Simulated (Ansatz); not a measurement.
ZrSiO:
```yaml
crystal:
  lattice:
    - [3.25074, 0.00000, 0.00000]
    - [0.00000, 3.25074, 0.00000]
    - [0.00000, 0.00000, 7.21549]
  atoms:
    - { symbol: Zr, position: [0.00000, 0.50000, 0.68925] }
    - { symbol: Zr, position: [0.50000, 0.00000, 0.31075] }
    - { symbol: Si, position: [0.50000, 0.50000, 0.00000] }
    - { symbol: Si, position: [0.00000, 0.00000, 0.00000] }
    - { symbol: O, position: [0.00000, 0.50000, 0.38832] }
    - { symbol: O, position: [0.50000, 0.00000, 0.61168] }
```

Relaxed with LDA. Special points in fractions of this cell's reciprocal vectors: Γ (0.000, 0.000, 0.000); X (0.000, 0.500, 0.000); M (0.500, 0.500, 0.000); Z (0.000, 0.000, 0.500); R (0.000, 0.500, 0.500); A (0.500, 0.500, 0.500).

Question: List the band energies nearest the Fermi level at these points for plane-wave PAW LDA (Ansatz code).

Answer: In eV from the Fermi level; about four levels below and three above (degenerate sets whole), none deeper than 8.9 eV; points with the same levels are listed once.

```tsv
k	below	above
Γ	-2.70 -2.70 -2.43 -0.13	0.92 1.21 1.21
X	-2.33 -2.33 -0.34 -0.34	0.16 0.16 2.48 2.48
M	-5.01 -5.01 -2.60 -2.60	1.70 1.70 1.84 1.84
Z	-3.11 -2.83 -2.70 -2.70	0.67 0.92 1.07 1.07
R	-3.29 -3.29 -0.10 -0.10	0.56 0.56 2.19 2.19
A	-4.99 -4.99 -2.70 -2.70	0.60 0.60 2.26 2.26
```

Space group P4/nmm. The first step of the workflow began from a Materials Project structure, measured or hypothetical; the Crystallography Open Database copy checked does not list it. Its standing as an ambient phase is unchecked. Symmetry was held in the LDA relaxation; of distortions, only those at the zone centre were tested. The run is not spin-polarised. Scalar-relativistic: spin–orbit coupling is off unless named, which matters more the heavier the elements.

Potentials: the later of the program's two PAW sets.
